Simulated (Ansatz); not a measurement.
AgI (NiAs type, P6_3/mmc), PBEsol in the plane-wave PAW code Ansatz, all energies at zero smearing, with the estimated change up to a 700 eV cutoff added, with one set of potentials and settings (totals compare only within such a set). Cell of 4 atoms (2 Ag, 2 I): -29909.627 eV.

| element | reference phase | E (eV/atom) |
|---|---|---|
| Ag | P6_3/mmc, 4 atoms in the cell | -7522.2452 |
| I | Cmce, 4 atoms in the cell | -7432.2899 |

Formation energy per atom, worked out: (-29909.627 − 2×(-7522.2452) − 2×(-7432.2899))/4 = -0.139 eV/atom (-13 kJ per mol of atoms), at 0 K, without zero-point energy or fitted corrections.

The start of the workflow was typed in or built on a structure type; neither database checked (COD, Materials Project) lists it. It is not the phase usual at ambient conditions (space group No. 186, 216). The PBEsol relaxation kept the symmetry of its start; of distortions, only those at the zone centre were tested. The run is not spin-polarised. The references are the lowest solids computed at this level, not always the standard phases. Spin–orbit coupling is left out wherever it is not named.

Potentials: the later of the program's two PAW sets.
